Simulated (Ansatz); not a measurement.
# Fields on a plane of CaTiO3 (cubic perovskite)

```
CaTiO3
1.0
    3.80438     0.00000     0.00000
    0.00000     3.80438     0.00000
    0.00000     0.00000     3.80438
Ca Ti O
1 1 3
Direct
  0.00000   0.00000   0.00000
  0.50000   0.50000   0.50000
  0.00000   0.50000   0.50000
  0.50000   0.50000   0.00000
  0.50000   0.00000   0.50000
```

The slice is a {100} plane (indices of the conventional cell) through the point (0.000, 0.000, 0.000) (fractional), spanned by u = [100] and v = [010] in vectors of this cell: u (3.80 Å) and v (3.80 Å, at 90° to u). It covers one period; positions are fractions (u, v).

Atoms on it: Ca at (0.00, 0.00); O at (0.50, 0.50).

Level of theory: LDA (plane waves to 420 eV, PAW, scalar-relativistic; Ansatz, a program for electronic structure). k mesh 9×9×9. These are valence fields of a PAW run, semicore shells included where kept as valence: close to a nucleus they are smooth pseudo fields. CaTiO3 is run without spin polarisation. CaTiO3 was relaxed with its symmetry unable to fall. The PAW data are Ansatz's earlier set. This is a high-temperature form of CaTiO3.

```
v \ u  0.00  0.10  0.20  0.30  0.40  0.50  0.60  0.70  0.80  0.90
-----  ----  ----  ----  ----  ----  ----  ----  ----  ----  ----
0.90      x  0.86  0.71  0.06  0.03  0.05  0.03  0.06  0.71  0.86
0.75   0.54  0.32  0.05  0.18  0.57  0.65  0.57  0.18  0.05  0.32
0.60   0.01  0.03  0.28  0.75  0.81     x  0.81  0.75  0.28  0.03
0.45   0.02  0.04  0.36  0.78  0.75     x  0.75  0.78  0.36  0.04
0.30   0.13  0.06  0.05  0.46  0.75  0.79  0.75  0.46  0.05  0.06
0.15   0.86  0.84  0.49  0.04  0.08  0.14  0.08  0.04  0.49  0.84
0.00      x     x  0.81  0.13  0.01  0.02  0.01  0.13  0.81     x
```

Values: electron localisation function (ELF). Points within 0.4 Å of a nucleus are blanked (x), as the pseudised field means little there.

```
|xxxxxxxxxx  ..++##%%@@%%##++..  xxxxxxxx|
|xxxxxxxx    ::**##%%@@%%##**::    xxxxxx|
|xxxxxx      ==**%%@@@@@@%%**==      xxxx|
|xxxx      --**%%@@@@@@@@@@%%**--      xx|
|        --++##%%%%%%%%%%%%%%##++--      |
|....::==**##%%%%##xxxxxx##%%%%##**==::..|
|==++****%%%%%%**xxxxxxxxxx**%%%%%%****++|
|######%%@@%%##xxxxxxxxxxxxxx##%%@@%%####|
|%%%%%%@@@@%%xxxxxxxxxxxxxxxxxx%%@@@@%%%%|
|@@@@@@@@@@%%xxxxxxxxxxxxxxxxxx%%@@@@@@@@|
|%%%%%%@@@@%%xxxxxxxxxxxxxxxxxx%%@@@@%%%%|
|######%%@@%%##xxxxxxxxxxxxxx##%%@@%%####|
|==++****%%%%%%**xxxxxxxxxx**%%%%%%****++|
|....::==**##%%%%##xxxxxx##%%%%##**==::..|
|        --++##%%%%%%%%%%%%%%##++--      |
|xxxx      --**%%@@@@@@@@@@%%**--      xx|
|xxxxxx      ==**%%@@@@@@%%**==      xxxx|
|xxxxxxxx    ::**##%%@@%%##**::    xxxxxx|
|xxxxxxxxxx  ..++##%%@@%%##++..  xxxxxxxx|
|xxxxxxxxxx  ..==##%%@@%%##==..  xxxxxxxx|
```
Scale: ten equal steps from 1.00 (start of ' ') to 9.80 (end of '@'), in the order ' .:-=+*#%@'. Values: electrostatic potential energy of an electron, from the cell's mean, in eV. The map has 20 points along u (two characters each, u = 0 at the left) and 20 along v (v = 0 in the bottom row). Points within 0.8 Å of a nucleus are blanked (x), as the pseudised field means little there. Values under 1 eV are set to 1. The zero, the cell's mean, hangs on the PAW cores.
